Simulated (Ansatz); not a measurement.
TiNF:
Space group Pmmn, origin choice 1 (No. 59); a = 3.049 Å, b = 3.924 Å, c = 5.750 Å, α = β = γ = 90.00°

```tsv
atom	site	symmetry	x	y	z
Ti	2b	mm2	0.0000	0.5000	0.1419
N	2a	mm2	0.0000	0.0000	0.0808
F	2a	mm2	0.0000	0.0000	0.6272
```

Relaxed with r²SCAN+D4.

Q: Which orbitals make up the states near the band edges in r²SCAN+D4 in the plane-wave PAW code Ansatz?

A: Top 1 eV of the valence band: N 2p 81 %, Ti 3d 15 %. Bottom 1 eV of the conduction band: Ti 3d 87 %, N 2p 8 %. Projections are on Löwdin-orthogonalised atomic valence shells; empty p or d shells of many metals are not among them.

Q: Tabulate the density of states.

A: States/eV per cell of 6 atoms, in 0.25 eV bins, energy from the valence-band maximum.

| E (eV) | total | Ti 3d | F 2p | N 2p |
|---|---|---|---|---|
| -7.85 | 0.00 | 0.00 | 0.00 | 0.00 |
| -7.60 | 0.00 | 0.00 | 0.00 | 0.00 |
| -7.35 | 0.00 | 0.00 | 0.00 | 0.00 |
| -7.10 | 0.00 | 0.00 | 0.00 | 0.00 |
| -6.85 | 0.12 | 0.02 | 0.07 | 0.02 |
| -6.60 | 2.62 | 0.38 | 1.74 | 0.34 |
| -6.35 | 10.78 | 1.23 | 8.51 | 0.62 |
| -6.10 | 4.95 | 0.71 | 3.76 | 0.34 |
| -5.85 | 7.41 | 1.05 | 5.15 | 0.91 |
| -5.60 | 8.79 | 1.00 | 6.34 | 1.10 |
| -5.35 | 7.82 | 0.96 | 5.36 | 1.25 |
| -5.10 | 4.86 | 0.79 | 3.01 | 0.94 |
| -4.85 | 4.32 | 0.74 | 2.36 | 1.10 |
| -4.60 | 4.24 | 0.86 | 1.74 | 1.50 |
| -4.35 | 2.43 | 0.51 | 0.67 | 1.14 |
| -4.10 | 3.03 | 0.60 | 0.84 | 1.47 |
| -3.85 | 2.70 | 0.57 | 0.66 | 1.37 |
| -3.60 | 3.23 | 0.75 | 0.70 | 1.68 |
| -3.35 | 3.43 | 0.85 | 0.58 | 1.90 |
| -3.10 | 3.78 | 1.00 | 0.59 | 2.10 |
| -2.85 | 2.73 | 0.69 | 0.42 | 1.56 |
| -2.60 | 3.48 | 0.78 | 0.51 | 2.05 |
| -2.35 | 3.98 | 0.83 | 0.61 | 2.37 |
| -2.10 | 2.48 | 0.51 | 0.28 | 1.58 |
| -1.85 | 2.63 | 0.50 | 0.22 | 1.80 |
| -1.60 | 2.87 | 0.47 | 0.16 | 2.11 |
| -1.35 | 2.24 | 0.21 | 0.10 | 1.81 |
| -1.10 | 0.35 | 0.07 | 0.01 | 0.26 |
| -0.85 | 0.26 | 0.05 | 0.00 | 0.20 |
| -0.60 | 0.22 | 0.03 | 0.00 | 0.17 |
| -0.35 | 0.20 | 0.02 | 0.00 | 0.17 |
| -0.10 | 0.06 | 0.00 | 0.00 | 0.06 |
| 0.15 | 0.00 | 0.00 | 0.00 | 0.00 |
| 0.40 | 0.00 | 0.00 | 0.00 | 0.00 |
| 0.65 | 0.00 | 0.00 | 0.00 | 0.00 |
| 0.90 | 0.04 | 0.04 | 0.00 | 0.00 |
| 1.15 | 0.45 | 0.40 | 0.01 | 0.04 |
| 1.40 | 2.94 | 2.51 | 0.11 | 0.25 |
| 1.65 | 5.13 | 4.46 | 0.19 | 0.36 |
| 1.90 | 6.85 | 5.82 | 0.21 | 0.64 |
| 2.15 | 6.04 | 5.31 | 0.23 | 0.40 |
| 2.40 | 12.28 | 11.03 | 0.40 | 0.68 |
| 2.65 | 6.20 | 5.26 | 0.22 | 0.55 |
| 2.90 | 4.42 | 3.28 | 0.11 | 0.80 |
| 3.15 | 3.44 | 2.45 | 0.07 | 0.73 |
| 3.40 | 0.20 | 0.13 | 0.00 | 0.05 |
| 3.65 | 0.00 | 0.00 | 0.00 | 0.00 |
| 3.90 | 0.05 | 0.03 | 0.00 | 0.01 |
| 4.15 | 0.55 | 0.36 | 0.02 | 0.11 |
| 4.40 | 1.73 | 1.12 | 0.06 | 0.36 |
| 4.65 | 3.04 | 1.96 | 0.12 | 0.58 |
| 4.90 | 6.22 | 3.98 | 0.26 | 1.10 |
| 5.15 | 4.74 | 2.92 | 0.19 | 1.11 |
| 5.40 | 4.19 | 2.51 | 0.18 | 1.15 |
| 5.65 | 3.13 | 1.82 | 0.13 | 0.93 |

The first step of the workflow began from a Materials Project structure, measured or hypothetical; the Crystallography Open Database copy checked does not list it. Its standing as an ambient phase is unchecked. The cell was relaxed with r²SCAN+D4 under the symmetry of its start; its stability against distortions is not shown here. No spin polarisation was allowed.

Potentials: the later of the program's two PAW sets.
